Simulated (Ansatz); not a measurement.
## GaAs (zinc blende): frozen-phonon scan

Starting cell, GaAs (zinc blende):

```yaml
crystal:
  lattice:
    - [0.00000, 5.74607, 5.74607]
    - [2.87304, 2.87304, 5.74607]
    - [2.87304, 2.87304, 0.00000]
  atoms:
    - { symbol: As, position: [0.00000, 0.75000, 0.75000] }
    - { symbol: As, position: [0.50000, 0.75000, 0.75000] }
    - { symbol: Ga, position: [0.00000, 0.00000, 0.00000] }
    - { symbol: Ga, position: [0.50000, 0.00000, 0.00000] }
```

The atoms are displaced by Q × the pattern below (from a DFPT mode at X = (0.5, 0.5, 0.0), largest move 1; Q in Å), at fixed cell. (q is in reciprocal vectors of the primitive cell; the cell shown is doubled to hold the pattern.)

| atom | x | y | z |
|---|---|---|---|
| Ga3 | 0.000 | 0.000 | 1.000 |
| Ga4 | 0.000 | 0.000 | -1.000 |

Atoms not listed stay in place.

Method: PBE (plane waves to 420 eV, PAW, scalar-relativistic; Ansatz, a quantum-chemistry and plane-wave program). k mesh 10×10×10 (Γ-centred), Fermi-Dirac smearing 0.05 eV. Energies are smeared free energies. Compression counts positive. GaAs was relaxed with its symmetry unable to fall. The PAW data are Ansatz's earlier set. ΔE is measured from the undisplaced structure.

```
Q (Å)   ΔE (meV/cell)  P (GPa)  −dE/dQ from forces (eV/Å)
------  -------------  -------  -------------------------
-0.280            980     2.36                      6.804
-0.233            686     1.67                      5.780
-0.187            442     1.08                      4.683
-0.140            249     0.62                      3.543
-0.093            111     0.28                      2.378
-0.047             28     0.08                      1.194
0.000               0     0.01                      0.000
0.047              28     0.08                     -1.194
0.093             111     0.28                     -2.378
0.140             249     0.62                     -3.543
0.187             442     1.08                     -4.683
0.233             686     1.67                     -5.780
0.280             980     2.36                     -6.804
```

Read from the data:

The energy at Q = 0.280 Å is 980 meV/cell. Space group of the distorted cell: P-4m2 (No. 115), lowered from F-43m. Symmetry of the curve: even: the same for both signs. Shape of the curve: a single well with its minimum at or next to zero displacement. Harmonic wavenumber from the curvature (finite differences): 223 cm⁻¹. Wavenumber by perturbation theory (DFPT, on another k mesh): 224 cm⁻¹.

The 13 points together took very roughly 12 core-minutes.

(For displaced atoms, the force is minus the slope of the energy, and its curvature is a force constant, which sets phonon frequencies.)
